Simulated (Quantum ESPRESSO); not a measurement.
Band energies of MgO at -1.5 % isotropic strain

```
CELL_PARAMETERS angstrom
      0.00000     2.07482     2.07482
      2.07482     0.00000     2.07482
      2.07482     2.07482     0.00000
ATOMIC_POSITIONS crystal
  O  0.50000 0.50000 0.50000
  Mg 0.00000 0.00000 0.00000
```

PBEsol (pw.x of Quantum ESPRESSO, ONCV potentials, no spin-orbit coupling); path ΓXWKΓLUWLK,UX; energies in eV from the valence-band maximum.

| k (1/Å) | point | band 4 | band 5 | band 6 | band 7 | band 8 | band 9 | band 10 | band 11 |
|---|---|---|---|---|---|---|---|---|---|
| 0.00 | Γ | -38.73 | -17.37 | 0.00 | 0.00 | 0.00 | 5.11 | 16.04 | 16.04 |
| 0.76 |  | -38.75 | -16.52 | -2.73 | -0.78 | -0.78 | 8.47 | 11.19 | 15.91 |
| 1.51 | X | -38.76 | -15.66 | -4.29 | -1.42 | -1.42 | 9.08 | 10.39 | 13.43 |
| 2.27 | W | -38.77 | -15.58 | -3.11 | -3.11 | -1.86 | 11.84 | 11.84 | 12.64 |
| 2.41 |  | -38.76 | -15.59 | -3.35 | -2.91 | -1.77 | 11.35 | 12.22 | 12.55 |
| 2.81 | K | -38.76 | -15.62 | -3.68 | -2.85 | -1.21 | 10.20 | 12.22 | 12.81 |
| 3.21 |  | -38.74 | -15.83 | -3.71 | -2.55 | -0.84 | 10.25 | 12.07 | 13.86 |
| 3.91 |  | -38.73 | -16.95 | -1.77 | -0.49 | -0.17 | 6.92 | 13.19 | 16.54 |
| 4.41 | Γ | -38.73 | -17.37 | 0.00 | 0.00 | 0.00 | 5.11 | 16.04 | 16.04 |
| 4.72 |  | -38.73 | -17.21 | -0.85 | -0.10 | -0.10 | 5.91 | 14.45 | 16.37 |
| 5.42 |  | -38.74 | -16.11 | -4.35 | -0.62 | -0.62 | 8.03 | 12.74 | 16.80 |
| 5.72 | L | -38.74 | -15.89 | -4.86 | -0.70 | -0.70 | 8.06 | 13.01 | 16.66 |
| 6.24 |  | -38.75 | -15.75 | -4.25 | -2.03 | -0.94 | 9.69 | 12.57 | 13.97 |
| 6.65 | U | -38.76 | -15.62 | -3.68 | -2.85 | -1.21 | 10.20 | 12.22 | 12.81 |
| 6.97 |  | -38.76 | -15.60 | -3.47 | -2.86 | -1.64 | 11.02 | 12.42 | 12.44 |
| 7.19 | W | -38.77 | -15.58 | -3.11 | -3.11 | -1.86 | 11.84 | 11.84 | 12.64 |
| 7.67 |  | -38.75 | -15.72 | -4.09 | -2.21 | -1.12 | 10.12 | 12.43 | 13.66 |
| 8.26 | L | -38.74 | -15.89 | -4.86 | -0.70 | -0.70 | 8.06 | 13.01 | 16.66 |
| 8.44 |  | -38.74 | -15.87 | -4.77 | -0.92 | -0.73 | 8.34 | 12.95 | 16.01 |
| 9.09 |  | -38.75 | -15.63 | -3.62 | -2.95 | -1.16 | 10.30 | 12.41 | 12.78 |
| 9.18 | K | -38.76 | -15.62 | -3.68 | -2.85 | -1.21 | 10.20 | 12.22 | 12.81 |
| 9.18 | U | -38.76 | -15.62 | -3.68 | -2.85 | -1.21 | 10.20 | 12.22 | 12.81 |
| 9.72 | X | -38.76 | -15.66 | -4.29 | -1.42 | -1.42 | 9.08 | 10.39 | 13.43 |

The PBEsol gap is direct, 5.11 eV at Γ.

Geometry strained from the cell relaxed with PBEsol, atoms relaxed again.
